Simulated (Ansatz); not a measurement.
**Question.** Name crystals whose computed values (PBEsol (plane waves, PAW; program Ansatz)) fall in these windows: ε∞ 5.4 to 6.7; B₀ by P(V) fit (GPa) 40 to 46; electron conductivity mass (mₑ) 0.51 to 0.74.

**Answer.** 

| crystal | ε∞ | B₀ by P(V) fit (GPa) | electron conductivity mass (mₑ) |
|---|---|---|---|
| Sr2HN, R-3m (Sr on 6c, H on 3a, N on 3b) | 5.80 | 42.7 | 0.62 |
Others may fit too.

Standing as an ambient phase not checked: Sr2HN, R-3m (Sr on 6c, H on 3a, N on 3b). The cell was relaxed under the symmetry of its start. Spin–orbit coupling is left out wherever it is not named.

Potentials: the later of the program's two PAW sets.
